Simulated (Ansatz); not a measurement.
MgO in space group R-3m (No. 166; Pearson symbol hR16), r²SCAN (plane waves, PAW; program Ansatz). The conduction-band minimum lies at Γ, with 1 equivalent valley. Second derivatives d²E/dk² of the lowest band at one valley (eV·Å²), along Cartesian directions:…

```
direction  d²E/dk²
---------  -------
[100]        20.96
[010]        20.96
[001]        10.71
[110]        20.96
[101]        15.84
[011]        15.84
```

Task: Find the principal effective masses, the density-of-states mass and the conductivity mass.

Result: Off-diagonal terms follow from H_xy = H[110] − (H_xx + H_yy)/2, and m*/mₑ = 7.620 eV·Å² over each eigenvalue: 0.36, 0.36, 0.71. One valley's DOS mass (m₁m₂m₃)^(1/3) = 0.45, conductivity mass 3/(Σ 1/mᵢ) = 0.43 mₑ.

Task: What effective density of states Nc follows at 300 K for parabolic valleys?

Result: Nc = 2.509e19 × 1 × (0.45)^(3/2) ≈ 7.6e18 cm⁻³.

The first step of the workflow began from a Materials Project structure, measured or hypothetical; the Crystallography Open Database copy checked does not list it. It is not the phase usual at ambient conditions (space group No. 225). The r²SCAN relaxation kept the symmetry of its start; whether a distortion lowers the energy is not shown.

Potentials: the later of the program's two PAW sets.

Edges and masses are those of Kohn–Sham bands, whose gap is no quasiparticle gap.
